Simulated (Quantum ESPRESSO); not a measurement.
## Al2GeZnO6 (input and log of a self-consistent run)

Computed values, not a measurement. The program is pw.x of Quantum ESPRESSO 7.5 (plane-wave density functional theory). The cell is made up: 10 atoms on a corundum lattice, with randomly drawn elements, strain and displacements, not relaxed. PseudoDojo standard norm-conserving files (v0.5 for PBE, v0.4.1 for LDA and PBEsol) set the functional; there is no spin polarisation, spin-orbit coupling or dispersion term, and the masses in the input are unused placeholders.

Input:

```
&control calculation='scf', pseudo_dir='./dojo.nc.sr.pbe.v0_5.standard.upf', outdir='./o', disk_io='low', tprnfor=.true., tstress=.true. /
&system ibrav=0, nat=10, ntyp=4, nbnd=44, ecutwfc=105.61755193, nosym=.true., tot_charge=0,
 occupations='smearing', smearing='fd', degauss=0.0018374661
/
&electrons conv_thr=7.350e-09, electron_maxstep=60, /
ATOMIC_SPECIES
Al 1.0 Al.upf
Ge 1.0 Ge.upf
O 1.0 O.upf
Zn 1.0 Zn.upf
CELL_PARAMETERS angstrom
2.431 1.4036 4.4064
-2.431 1.4036 4.4064
0.0 -2.8071 4.4064
ATOMIC_POSITIONS angstrom
Al -0.142 -0.0491 4.6267
Al 0.0196 -0.0124 1.9665
Ge -0.0472 -0.0843 8.3726
Zn 0.0504 -0.051 11.2515
O -0.8095 1.4373 7.7117
O -0.8627 -1.4954 7.6225
O 1.6471 0.0689 7.6123
O 0.933 -1.2015 5.4715
O 0.7708 1.6641 5.4157
O -1.6595 -0.1869 5.6062
K_POINTS automatic
7 7 7 1 1 1
```

The log is shortened where brackets say so; the opening notice, blank lines, dates and the lines on written files are dropped, and the path of the files is cut. It prints rydbergs, bohrs and kilobars, and counts compression as positive stress. With no partly filled state, the Fermi energy that it prints is only some level between the filled and the empty states on the mesh, and need not lie in the true gap.

```
     Program PWSCF v.7.5
     Parallel version (MPI & OpenMP), running on       4 processor cores
     Number of MPI processes:                 4
     Threads/MPI process:                     1
     [start-up lines left out]
     bravais-lattice index     =            0
     lattice parameter (alat)  =       9.8730  a.u.
     unit-cell volume          =     608.7651 (a.u.)^3
     number of atoms/cell      =           10
     number of atomic types    =            4
     number of electrons       =        76.00
     number of Kohn-Sham states=           44
     kinetic-energy cutoff     =     105.6176  Ry
     charge density cutoff     =     422.4702  Ry
     scf convergence threshold =      7.3E-09
     mixing beta               =       0.7000
     number of iterations used =            8  plain     mixing
     Exchange-correlation= PBE
                           (   1   4   3   4   0   0   0)
     [axes and pseudopotential details left out]
   Cartesian axes
     site n.     atom                  positions (alat units)
         1        Al     tau(   1) = (  -0.0271792  -0.0093979   0.8855644  )
         2        Al     tau(   2) = (   0.0037515  -0.0023734   0.3763940  )
         3        Ge     tau(   3) = (  -0.0090342  -0.0161353   1.6025409  )
         4        Zn     tau(   4) = (   0.0096467  -0.0097616   2.1535711  )
         5        O      tau(   5) = (  -0.1549407   0.2751036   1.4760427  )
         6        O      tau(   6) = (  -0.1651234  -0.2862241   1.4589695  )
         7        O      tau(   7) = (   0.3152599   0.0131877   1.4570172  )
         8        O      tau(   8) = (   0.1785790  -0.2299707   1.0472616  )
         9        O      tau(   9) = (   0.1475334   0.3185138   1.0365813  )
        10        O      tau(  10) = (  -0.3176333  -0.0357732   1.0730436  )
     number of k points=   172  Fermi-Dirac smearing, width (Ry)=  0.0018
     Number of k-points >= 100: set verbosity='high' to print them.
     Dense  grid:    89203 G-vectors     FFT dimensions: (  72,  72,  72)
     Estimated max dynamical RAM per process >     463.06 MB
     Estimated total dynamical RAM >       1.75 GB
     Initial potential from superposition of free atoms
     starting charge      75.9941, renormalised to      76.0000
     Starting wfcs are   51 randomized atomic wfcs
     total cpu time spent up to now is       19.5 secs
     per-process dynamical memory:   422.3 Mb
     Self-consistent Calculation
     iteration #  1     ecut=   105.62 Ry     beta= 0.70
     Davidson diagonalization with overlap
     ethr =  1.00E-02,  avg # of iterations =  3.0
     total cpu time spent up to now is       64.4 secs
     total energy              =    -803.90922513 Ry
     estimated scf accuracy    <       2.14541924 Ry
     iteration #  2     ecut=   105.62 Ry     beta= 0.70
     Davidson diagonalization with overlap
     ethr =  2.82E-03,  avg # of iterations =  2.2
     total cpu time spent up to now is      106.2 secs
     total energy              =    -804.53307893 Ry
     estimated scf accuracy    <       1.72057772 Ry
     iteration #  3     ecut=   105.62 Ry     beta= 0.70
     Davidson diagonalization with overlap
     ethr =  2.26E-03,  avg # of iterations =  2.0
     total cpu time spent up to now is      143.6 secs
     total energy              =    -804.84187928 Ry
     estimated scf accuracy    <       0.02252731 Ry
     iteration #  4     ecut=   105.62 Ry     beta= 0.70
     Davidson diagonalization with overlap
     ethr =  2.96E-05,  avg # of iterations =  6.9
     total cpu time spent up to now is      194.5 secs
     total energy              =    -804.85046193 Ry
     estimated scf accuracy    <       0.00954404 Ry
     iteration #  5     ecut=   105.62 Ry     beta= 0.70
     Davidson diagonalization with overlap
     ethr =  1.26E-05,  avg # of iterations =  2.1
     total cpu time spent up to now is      230.8 secs
     total energy              =    -804.85172260 Ry
     estimated scf accuracy    <       0.00144385 Ry
     iteration #  6     ecut=   105.62 Ry     beta= 0.70
     Davidson diagonalization with overlap
     ethr =  1.90E-06,  avg # of iterations =  4.2
     total cpu time spent up to now is      271.9 secs
     total energy              =    -804.85184846 Ry
     estimated scf accuracy    <       0.00022926 Ry
     iteration #  7     ecut=   105.62 Ry     beta= 0.70
     Davidson diagonalization with overlap
     ethr =  3.02E-07,  avg # of iterations =  2.0
     total cpu time spent up to now is      308.3 secs
     total energy              =    -804.85187158 Ry
     estimated scf accuracy    <       0.00002731 Ry
     iteration #  8     ecut=   105.62 Ry     beta= 0.70
     Davidson diagonalization with overlap
     ethr =  3.59E-08,  avg # of iterations =  2.0
     total cpu time spent up to now is      346.4 secs
     total energy              =    -804.85187804 Ry
     estimated scf accuracy    <       0.00000231 Ry
     iteration #  9     ecut=   105.62 Ry     beta= 0.70
     Davidson diagonalization with overlap
     ethr =  3.04E-09,  avg # of iterations =  2.1
     total cpu time spent up to now is      384.3 secs
     total energy              =    -804.85187868 Ry
     estimated scf accuracy    <       0.00000063 Ry
     iteration # 10     ecut=   105.62 Ry     beta= 0.70
     Davidson diagonalization with overlap
     ethr =  8.32E-10,  avg # of iterations =  2.0
     total cpu time spent up to now is      418.6 secs
     total energy              =    -804.85187871 Ry
     estimated scf accuracy    <       0.00000009 Ry
     iteration # 11     ecut=   105.62 Ry     beta= 0.70
     Davidson diagonalization with overlap
     ethr =  1.22E-10,  avg # of iterations =  2.0
     total cpu time spent up to now is      458.9 secs
     End of self-consistent calculation
     Number of k-points >= 100: set verbosity='high' to print the bands.
     the Fermi energy is    12.2018 ev
!    total energy              =    -804.85187873 Ry
     estimated scf accuracy    <          5.9E-09 Ry
     smearing contrib. (-TS)   =       0.00000000 Ry
     internal energy E=F+TS    =    -804.85187873 Ry
     The total energy is F=E-TS. E is the sum of the following terms:
     one-electron contribution =    -496.71003025 Ry
     hartree contribution      =     299.36932307 Ry
     xc contribution           =    -144.40565525 Ry
     ewald contribution        =    -463.10551629 Ry
     convergence has been achieved in  11 iterations
     Forces acting on atoms (cartesian axes, Ry/au):
     atom    1 type  1   force =     0.03603555    0.02469060    0.03706122
     atom    2 type  1   force =     0.00426586    0.00253811   -0.07133848
     atom    3 type  2   force =     0.01862572    0.04905729    0.10163070
     atom    4 type  4   force =    -0.13892427    0.03046948   -0.07189267
     atom    5 type  3   force =    -0.15120900   -0.10873231    0.03282670
     atom    6 type  3   force =     0.26436314   -0.06727423    0.13915819
     atom    7 type  3   force =    -0.02983460    0.13830797    0.06016094
     atom    8 type  3   force =    -0.04792376   -0.09995242   -0.03845317
     atom    9 type  3   force =     0.00082803   -0.13053539   -0.09204690
     atom   10 type  3   force =     0.04377334    0.16143090   -0.09710652
     Total force =     0.526062     Total SCF correction =     0.000175
     Computing stress (Cartesian axis) and pressure
          total   stress  (Ry/bohr**3)                   (kbar)     P=      188.69
   0.00144020   0.00016908   0.00012431          211.86       24.87       18.29
   0.00016908   0.00120172  -0.00011501           24.87      176.78      -16.92
   0.00012431  -0.00011501   0.00120620           18.29      -16.92      177.44
     init_run     :     18.76s CPU     19.41s WALL (       1 calls)
     electrons    :    437.01s CPU    439.41s WALL (       1 calls)
     forces       :      4.17s CPU      4.22s WALL (       1 calls)
     stress       :     14.56s CPU     14.64s WALL (       1 calls)
     [timing details left out]
     PWSCF        :   7m54.72s CPU   7m58.06s WALL
     JOB DONE.
```

In other units: free energy -10950.568 eV for the cell, pressure 18.87 GPa, largest force component 6.797 eV/Å. This run is the check on a run of the same cell at a cutoff of 1143 eV and k mesh 5 x 5 x 5: rerunning at a cutoff of 1437 eV and k mesh 7 x 7 x 7 moved values by no more than 0.003 eV in energy, 0.04 GPa in stress and 0.002 eV/Å in force.